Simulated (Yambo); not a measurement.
Quantum ESPRESSO input (LDA, PseudoDojo standard norm-conserving files, scalar-relativistic) whose wavefunctions are converted with p2y:

```
&CONTROL
  calculation = 'nscf'
  pseudo_dir = './pseudo'
  outdir = './out'
/
&SYSTEM
  ibrav = 0
  nat = 12
  ntyp = 3
  ecutwfc = 84.0
  ecutrho = 336.0
  occupations = 'fixed'
  force_symmorphic = .true.
  nbnd = 165
/
&ELECTRONS
  conv_thr = 1.2000000000000002e-08
  diago_full_acc = .true.
  diago_thr_init = 1e-08
/
ATOMIC_SPECIES
H 1.0080 H.upf
Li 6.9400 Li.upf
O 15.9990 O.upf
CELL_PARAMETERS angstrom
  3.127930000000   0.000000000000   0.000000000000
 -1.260018000000   5.354833000000   0.000000000000
 -1.298563000000  -0.912274000000   5.275333000000
ATOMIC_POSITIONS crystal
H   0.640210000000   0.482150000000   0.244660000000
H   0.359790000000   0.517850000000   0.755340000000
H   0.357700000000   0.255870000000   0.016830000000
H   0.642300000000   0.744130000000   0.983170000000
H   0.182570000000   0.764270000000   0.268600000000
H   0.817430000000   0.235730000000   0.731400000000
Li   0.000950000000   0.152200000000   0.346180000000
Li   0.999050000000   0.847800000000   0.653820000000
O   0.498810000000   0.293630000000   0.205650000000
O   0.501190000000   0.706370000000   0.794350000000
O   0.891320000000   0.785080000000   0.286650000000
O   0.108680000000   0.214920000000   0.713350000000
K_POINTS automatic
2 1 1 0 0 0
```

Yambo's initialisation report on symmetry, reciprocal space, the k grid and the gaps on this mesh:

```
  [02.02] Symmetries
  ==================

  Inversion symmetry    : yes
  Spatial inversion     : yes
  Inversion index       :  2
  K-space Time-reversal : no
  Magnetic symmetries   : no
  Group table correct   : yes
  Symmetries units      :  [cc]

  [02.03] Reciprocal space
  ========================

  nG shells         :  30050
  nG charge         :   62059
  nG WFs            :   9209
  nC WFs            :   7781
  G-vecs. in first 80 shells:  [ Number ]
    1   3   5   7   9  11  13  15  17
    19   21   23   25   27   29   31   33   35
    37   39   41   43   45   47   49   51   53
    55   57   59   61   63   65   67   69   71
    73   75   77   79   81   83   85   87   89
    91   93   95   97   99  101  103  105  107
   109  111  113  115  117  119  121  123  125
   127  129  131  133  135  137  139  141  143
   145  147  149  151  153  155  157  159
  ...
  Shell energy in first 80 shells:  [ mHa ]
     0.0000  198.5352  198.6242  329.4824  464.8365  642.7276  649.1716  653.2155  727.3365
    794.141      794.497      857.411      857.678      968.077      976.343      1029.31      1033.53      1052.86
    1060.77      1128.12      1128.39      1198.71      1202.57      1304.09      1316.22      1317.93      1487.79
    1684.05      1696.72      1741.62      1782.41      1783.12      1786.82      1787.62      1812.96      1821.59
    1853.80      1859.35      1865.40      1952.39      1968.92      2037.36      2053.18      2067.32      2074.88
    2175.25      2175.70      2188.47      2189.18      2275.29      2339.12      2343.52      2385.17      2393.35
    2554.48      2562.48      2570.91      2596.69      2612.86      2617.98      2638.20      2677.91      2681.60
    2797.10      2814.34      2892.13      2908.66      2909.35      2965.34      2987.38      2987.82      2993.69
    2997.76      3006.89      3018.87      3035.96      3051.99      3060.49      3067.10      3104.48
  ...

  [02.04] K-grid lattice
  ======================

  Compatible Grid is   : 1D
  Base K vectors       :  K_min[ 1 ]  K_min[ 2 ]  K_min[ 3 ]
  K_min[ 1 ] : -0.50000       0.0000     -0.27756E-16 [rlu]
  Grid dimensions      :  2
  K lattice UC volume  :  0.207998 [a.u.]

  IBZ K-points                                      :  2
  BZ  K-points                                      :  2

  K/Q-points units:
  rlu = crystal or reduced units; cc = cartesian coordinates; iku = interal k-units

  K [1]          [rlu]:  0.000000  0.000000  0.000000
         WF components:   7781
  K [2]          [rlu]: -0.50000     -0.55511E-16   0.0000
         WF components:   7746

  [02.05] Energies & Occupations
  ==============================

  [X] === General ===
  [X] Electronic Temperature                        :  0.000000  0.000000 [eV K]
  [X] Bosonic    Temperature                        :  0.000000  0.000000 [eV K]
  [X] Finite Temperature mode                       : no
  [X] El. density                                   :  0.40743E+24 [cm-3]
  [X] Fermi Level                                   : -0.315405 [eV]

  [X] === Gaps and Widths ===
  [X] Conduction Band Min                           :  4.986551 [eV]
  [X] Valence Band Max                              :  0.000000 [eV]
  [X] Filled Bands                                  :  18
  [X] Empty Bands                                   :   19  165
  [X] Direct Gap                                    :  4.986551 [eV]
  [X] Direct Gap localized at k                     :  1
  [X] Indirect Gap                                  :  4.986551 [eV]
  [X] Indirect Gap between kpts                     :  1  1
  [X] Last valence band width                       :  0.116397 [eV]
  [X] 1st conduction band width                     :  3.903478 [eV]
```
The gaps are LDA values on this mesh alone; only operations without fractional translations are kept.

Geometry of the Materials Project entry, not relaxed at this level.
